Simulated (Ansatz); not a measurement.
Input:

LiCl:
```
CELL_PARAMETERS angstrom
      0.00000     2.55587     2.55587
      2.55587     0.00000     2.55587
      2.55587     2.55587     0.00000
ATOMIC_POSITIONS crystal
  Li 0.00000 0.00000 0.00000
  Cl 0.50000 0.50000 0.50000
```

This is the r²SCAN-relaxed structure.

All from r²SCAN in the plane-wave PAW code Ansatz, unless another level is named. Predict the vibrational entropy at 300 K.

29.3 J/(K·mol of atoms).

And the bulk modulus (Birch–Murnaghan fit)?

34.7 GPa.

Next, the highest zone-centre frequency (without LO–TO term)?

192 cm^-1.

Space group Fm-3m (rock salt). The cell was relaxed with r²SCAN under the symmetry of its start.

Potentials: the earlier of the program's two PAW sets. The files were generated under PBE; for other functionals the program regenerates the frozen cores, and for LDA and PBEsol the local potential too.
